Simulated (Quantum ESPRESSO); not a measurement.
**Band energies of ZnS**

```xyz
12
Lattice="3.8080 0.0000 0.0000 -1.9040 3.2978 0.0000 0.0000 0.0000 18.6787" Properties=species:S:1:pos:R:3 pbc="T T T"
S      0.0000     2.1985    17.8965
S      1.9040     1.0993     8.5571
S      1.9040     1.0993    14.7881
S      0.0000     2.1985     5.4488
S      0.0000     0.0000    11.6763
S      0.0000     0.0000     2.3369
Zn     0.0000     2.1985    15.5642
Zn     1.9040     1.0993     6.2249
Zn     1.9040     1.0993    12.4561
Zn     0.0000     2.1985     3.1167
Zn     0.0000     0.0000     9.3382
Zn     0.0000     0.0000    18.6776
```

LDA (pw.x of Quantum ESPRESSO, ONCV potentials, no spin-orbit coupling); path ΓMKΓALHA,LM,KH; energies in eV from the valence-band maximum.

```csv
k (1/Å),point,band 74,band 75,band 76,band 77,band 78,band 79,band 80,band 81
0.00,Γ,-0.24,-0.24,-0.03,0.00,0.00,1.92,3.01,3.05
0.19,,-0.54,-0.37,-0.35,-0.11,-0.09,2.53,3.44,3.54
0.57,,-1.18,-0.96,-0.95,-0.69,-0.59,3.36,3.56,4.00
0.95,M,-1.54,-1.29,-1.28,-1.12,-0.89,3.22,3.35,3.39
1.50,K,-2.08,-1.94,-1.57,-1.52,-1.52,4.22,4.23,4.23
1.69,,-2.04,-1.80,-1.67,-1.37,-1.27,4.18,4.32,4.36
2.05,,-1.21,-1.19,-1.15,-0.92,-0.56,4.12,4.15,4.21
2.42,,-0.52,-0.39,-0.31,-0.11,-0.10,2.50,3.42,3.52
2.60,Γ,-0.24,-0.24,-0.03,0.00,0.00,1.92,3.01,3.05
2.60,A,-0.48,-0.07,-0.07,-0.07,-0.07,2.43,2.43,3.07
2.98,,-0.93,-0.56,-0.56,-0.40,-0.40,3.48,3.48,4.12
3.17,,-1.28,-0.88,-0.88,-0.69,-0.69,3.59,3.59,3.85
3.56,L,-1.64,-1.25,-1.25,-1.00,-1.00,3.15,3.15,3.65
3.92,,-2.12,-1.73,-1.73,-1.37,-1.37,4.11,4.11,4.55
4.11,H,-1.95,-1.74,-1.74,-1.59,-1.59,4.48,4.48,4.56
4.24,,-2.15,-1.62,-1.62,-1.48,-1.48,4.30,4.30,4.62
4.52,,-1.71,-1.63,-1.63,-0.90,-0.90,4.30,4.30,4.45
4.66,,-1.47,-1.21,-1.21,-0.65,-0.65,4.10,4.10,4.53
4.93,,-0.71,-0.45,-0.45,-0.28,-0.28,3.22,3.22,3.97
5.21,A,-0.48,-0.07,-0.07,-0.07,-0.07,2.43,2.43,3.07
5.21,L,-1.64,-1.25,-1.25,-1.00,-1.00,3.15,3.15,3.65
5.37,M,-1.54,-1.29,-1.28,-1.12,-0.89,3.22,3.35,3.39
5.37,K,-2.08,-1.94,-1.57,-1.52,-1.52,4.22,4.23,4.23
5.54,H,-1.95,-1.74,-1.74,-1.59,-1.59,4.48,4.48,4.56
```

The LDA gap is direct, 1.92 eV at Γ.

Geometry of the Materials Project entry, not relaxed at this level.
